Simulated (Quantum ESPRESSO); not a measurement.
# PtAg2Pd2MgAl2: input and log of a self-consistent run

A calculation, not a measurement. The program is pw.x of Quantum ESPRESSO 7.5 (plane-wave density functional theory). The cell is made up: eight metal atoms on a hexagonal close-packed lattice, with elements, volume, strain and displacements drawn at random and not relaxed, so it may be unstable or far from any real phase. PseudoDojo standard norm-conserving files set the functional (PBE unless stated); there is no spin polarisation or spin-orbit coupling, the Fermi-Dirac width of 0.25 eV means electrons at about 2900 K, and the masses in the input are unused placeholders. Heavy elements are run without spin-orbit coupling, which real alloys of them have. A spin test at this wide smearing found no moment, but such smearing suppresses magnetism that the real alloy may have.

Input:

```
&control calculation='scf', pseudo_dir='./dojo.nc.sr.pbe.v0_5.standard.upf', outdir='./o', disk_io='medium', tprnfor=.true., tstress=.true. /
&system ibrav=0, nat=8, ntyp=5, nbnd=66, ecutwfc=84.00895049, nosym=.true., tot_charge=0,
 occupations='smearing', smearing='fd', degauss=0.0183746611
/
&electrons conv_thr=1.470e-08, electron_maxstep=70, mixing_beta=0.5 /
ATOMIC_SPECIES
Ag 1.0 Ag.upf
Al 1.0 Al.upf
Mg 1.0 Mg.upf
Pd 1.0 Pd.upf
Pt 1.0 Pt.upf
CELL_PARAMETERS angstrom
-2.9955 -0.0322 -0.007
0.0558 5.1864 -0.0271
1.4472 -2.5262 -9.6948
ATOMIC_POSITIONS angstrom
Pt 0.0748 -0.0206 0.0144
Ag 0.0336 1.766 -2.4359
Pd -0.0499 0.031 -4.8675
Pd 0.0073 1.768 -7.2588
Ag -1.421 2.5813 0.0006
Mg -1.4491 4.3277 -2.4024
Al -1.5219 2.5767 -4.8254
Al -1.5353 -0.8105 -7.297
K_POINTS automatic
8 5 3 1 1 1
```

The log is shortened where brackets say so; the opening notice, blank lines, dates and the lines on written files are dropped, and the path of the files is cut. It prints rydbergs, bohrs and kilobars, and counts compression as positive stress. Its total energy is the free energy E - TS of the whole cell.

```
     Program PWSCF v.7.5
     Parallel version (MPI & OpenMP), running on       1 processor cores
     Number of MPI processes:                 1
     Threads/MPI process:                     1
     [start-up lines left out]
     bravais-lattice index     =            0
     lattice parameter (alat)  =       5.6610  a.u.
     unit-cell volume          =    1018.0504 (a.u.)^3
     number of atoms/cell      =            8
     number of atomic types    =            5
     number of electrons       =       108.00
     number of Kohn-Sham states=           66
     kinetic-energy cutoff     =      84.0090  Ry
     charge density cutoff     =     336.0358  Ry
     scf convergence threshold =      1.5E-08
     mixing beta               =       0.5000
     number of iterations used =            8  plain     mixing
     Exchange-correlation= PBE
                           (   1   4   3   4   0   0   0)
     [axes and pseudopotential details left out]
   Cartesian axes
     site n.     atom                  positions (alat units)
         1        Pt     tau(   1) = (   0.0249693  -0.0068766   0.0048069  )
         2        Ag     tau(   2) = (   0.0112161   0.5895153  -0.8131372  )
         3        Pd     tau(   3) = (  -0.0166573   0.0103482  -1.6248391  )
         4        Pd     tau(   4) = (   0.0024368   0.5901830  -2.4230882  )
         5        Ag     tau(   5) = (  -0.4743495   0.8616738   0.0002003  )
         6        Mg     tau(   6) = (  -0.4837297   1.4446464  -0.8019545  )
         7        Al     tau(   7) = (  -0.5080314   0.8601382  -1.6107855  )
         8        Al     tau(   8) = (  -0.5125045  -0.2705562  -2.4358399  )
     number of k points=    60  Fermi-Dirac smearing, width (Ry)=  0.0184
                       cart. coord. in units 2pi/alat
        k(    1) = (  -0.0629500   0.0580404  -0.0760205), wk =   0.0333333
        k(    2) = (  -0.0634422   0.0591202   0.1296239), wk =   0.0333333
     [further k points left out]
     Dense  grid:   105967 G-vectors     FFT dimensions: (  36,  60, 120)
     Estimated max dynamical RAM per process >     189.95 MB
     Initial potential from superposition of free atoms
     starting charge     107.9929, renormalised to     108.0000
     Starting wfcs are   61 randomized atomic wfcs +    5 random wfcs
     total cpu time spent up to now is       21.8 secs
     per-process dynamical memory:   105.7 Mb
     Self-consistent Calculation
     iteration #  1     ecut=    84.01 Ry     beta= 0.50
     Davidson diagonalization with overlap
     ethr =  1.00E-02,  avg # of iterations =  3.3
     total cpu time spent up to now is       81.8 secs
     total energy              =   -1548.97697196 Ry
     estimated scf accuracy    <       4.28919935 Ry
     iteration #  2     ecut=    84.01 Ry     beta= 0.50
     Davidson diagonalization with overlap
     ethr =  3.97E-03,  avg # of iterations =  2.9
     total cpu time spent up to now is      149.9 secs
     total energy              =   -1546.56800107 Ry
     estimated scf accuracy    <      58.45860856 Ry
     iteration #  3     ecut=    84.01 Ry     beta= 0.50
     Davidson diagonalization with overlap
     ethr =  3.97E-03,  avg # of iterations =  3.3
     total cpu time spent up to now is      225.0 secs
     total energy              =   -1550.87848433 Ry
     estimated scf accuracy    <       7.24288560 Ry
     iteration #  4     ecut=    84.01 Ry     beta= 0.50
     Davidson diagonalization with overlap
     ethr =  3.97E-03,  avg # of iterations =  2.2
     total cpu time spent up to now is      288.4 secs
     total energy              =   -1551.38952190 Ry
     estimated scf accuracy    <       0.96793894 Ry
     iteration #  5     ecut=    84.01 Ry     beta= 0.50
     Davidson diagonalization with overlap
     ethr =  8.96E-04,  avg # of iterations =  1.9
     total cpu time spent up to now is      355.1 secs
     total energy              =   -1551.41897463 Ry
     estimated scf accuracy    <       0.38037033 Ry
     [iterations 6 to 10 left out]
     iteration # 11     ecut=    84.01 Ry     beta= 0.50
     Davidson diagonalization with overlap
     ethr =  3.29E-07,  avg # of iterations =  1.9
     total cpu time spent up to now is      745.0 secs
     total energy              =   -1551.45997846 Ry
     estimated scf accuracy    <       0.00004824 Ry
     iteration # 12     ecut=    84.01 Ry     beta= 0.50
     Davidson diagonalization with overlap
     ethr =  4.47E-08,  avg # of iterations =  1.0
     total cpu time spent up to now is      803.9 secs
     total energy              =   -1551.45998004 Ry
     estimated scf accuracy    <       0.00000453 Ry
     iteration # 13     ecut=    84.01 Ry     beta= 0.50
     Davidson diagonalization with overlap
     ethr =  4.19E-09,  avg # of iterations =  2.0
     total cpu time spent up to now is      879.0 secs
     total energy              =   -1551.45998055 Ry
     estimated scf accuracy    <       0.00000014 Ry
     iteration # 14     ecut=    84.01 Ry     beta= 0.50
     Davidson diagonalization with overlap
     ethr =  1.26E-10,  avg # of iterations =  2.1
     total cpu time spent up to now is      951.1 secs
     total energy              =   -1551.45998056 Ry
     estimated scf accuracy    <       0.00000003 Ry
     iteration # 15     ecut=    84.01 Ry     beta= 0.50
     Davidson diagonalization with overlap
     ethr =  2.41E-11,  avg # of iterations =  2.0
     total cpu time spent up to now is     1017.6 secs
     End of self-consistent calculation
     [lines on levels left out]
!    total energy              =   -1551.45998056 Ry
     estimated scf accuracy    <       0.00000001 Ry
     smearing contrib. (-TS)   =      -0.05616482 Ry
     internal energy E=F+TS    =   -1551.40381574 Ry
     The total energy is F=E-TS. E is the sum of the following terms:
     one-electron contribution =    -913.05614980 Ry
     hartree contribution      =     494.76338994 Ry
     xc contribution           =    -244.52932984 Ry
     ewald contribution        =    -888.58172604 Ry
     convergence has been achieved in  15 iterations
     Forces acting on atoms (cartesian axes, Ry/au):
     atom    1 type  5   force =    -0.00426577    0.00822870    0.00421835
     atom    2 type  1   force =     0.00056740   -0.00363130   -0.00554700
     atom    3 type  4   force =     0.00037183   -0.01407566   -0.01146776
     atom    4 type  4   force =     0.00068265    0.01096200    0.01523843
     atom    5 type  1   force =    -0.00050179   -0.00347366    0.00796448
     atom    6 type  3   force =     0.00195324    0.02001630    0.01239782
     atom    7 type  2   force =     0.00014243   -0.01664293   -0.02663554
     atom    8 type  2   force =     0.00105001   -0.00138344    0.00383122
     Total force =     0.049686     Total SCF correction =     0.000960
     Computing stress (Cartesian axis) and pressure
          total   stress  (Ry/bohr**3)                   (kbar)     P=     -135.57
  -0.00079597  -0.00001929  -0.00000538         -117.09       -2.84       -0.79
  -0.00001929  -0.00104646  -0.00009354           -2.84     -153.94      -13.76
  -0.00000538  -0.00009354  -0.00092242           -0.79      -13.76     -135.69
     init_run     :     19.86s CPU     21.57s WALL (       1 calls)
     electrons    :    941.43s CPU    996.29s WALL (       1 calls)
     forces       :     10.63s CPU     10.75s WALL (       1 calls)
     stress       :     39.16s CPU     39.48s WALL (       1 calls)
     [timing details left out]
     PWSCF        :  16m51.55s CPU  17m49.79s WALL
     JOB DONE.
```

In other units: free energy -21108.688 eV for the cell, pressure -13.56 GPa, largest force component 0.685 eV/Å in size. The run took 1071 s of wall time with one process on a shared machine (AMD EPYC, Zen 5, virtual cores), so the time is rough. A rerun of this cell at a higher cutoff and on a denser mesh moved values by no more than 0.008 eV in energy, 0.08 GPa in stress and 0.008 eV/Å in force, and a second program with other atomic files agreed on that cell to 2 % rms in force and 0.5 GPa in pressure.